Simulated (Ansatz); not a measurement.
## GdAlCu4: Cu on a Gd site + Gd on a Cu site

Level of theory: PBEsol, collinear spin, scalar-relativistic; Ansatz, plane waves to 420 eV (PAW set soft_2), k-mesh 3×3×3.

The relaxed host crystal (no gap at this level of theory):

```
Al Cu Gd
1.0
     5.10792    0.00000    0.00000
    -2.55396    4.42359    0.00000
     0.00000    0.00000    3.99999
Al Cu Gd
1 4 1
Cartesian
  2.5540 1.4745 0.0000
  0.0000 2.9491 0.0000
  1.2672 2.2175 2.0000
  0.0000 4.4123 2.0000
  -1.2672 2.2175 2.0000
  0.0000 0.0000 0.0000
```

Supercell of 18 atoms, rows of the matrix [[-1,-1,1],[1,0,1],[0,1,1]] times the cell vectors; Cu on a Gd site at (0.000, 0.000, 0.000); Gd on a Cu site at (0.499, -0.499, -0.500) in fractions of the cell above. Atoms are relaxed at the host's cell, from a start shaken by 0.03 Å near the defect.

The largest move of an atom from its ideal place is 2.1 Å, so the cell rearranged and didn't merely relax: around the ideal place of the first change lie Cu 1.03 Å, Gd 1.83 Å, Al 2.41 Å, Cu 2.50 Å, Cu 2.74 Å, Al 2.78 Å, against Al 2.95 Å, Cu 2.95 Å, Cu 2.95 Å, Cu 2.95 Å, Al 2.95 Å, Al 2.95 Å in the perfect crystal.

```json
{"charge": "0", "moment of the cell (μB)": "22.17", "gap of the cell on the mesh (eV)": "0.00"}
```

At charge 0 the unpaired electrons sit on atoms with moments (μB): 3 Gd of 6.98 to 7.02.

No formation energy is given, since most atoms moved, by that rearrangement or by a distortion of the host itself.

Relaxed cell at charge 0:

```
GdAlCu4 Cu_Gd+Gd_Cu charge 0
1.0
    -2.5540   -4.4236    4.0000
     5.1079    0.0000    4.0000
    -2.5540    4.4236    4.0000
Al Cu Gd
3 12 3
Direct
  0.9931 0.6736 0.3197
  0.2685 0.0222 0.7254
  0.6871 0.3151 0.9892
  0.9923 0.3230 0.6699
  0.2791 0.7154 0.0263
  0.6934 0.0039 0.3124
  0.1646 0.6604 0.6615
  0.4826 0.0161 0.0219
  0.6446 0.1502 0.6699
  0.9711 0.5482 0.9698
  0.3466 0.8573 0.3726
  0.9642 0.9696 0.5530
  0.3399 0.3712 0.8552
  0.6501 0.6769 0.1525
  0.8845 0.9334 0.9333
  0.0727 0.1756 0.1864
  0.4124 0.3890 0.3875
  0.6443 0.6907 0.6833
```

Caveats: Gd without a U keeps its half-filled shell, but its 4f levels lie too near the Fermi level; open f or d shells may hold a state above the lowest; most atoms moved far, the host may distort by itself; small supercell, so energies and levels can be off by tenths of an eV; one random start near the defect, so other minima are possible.
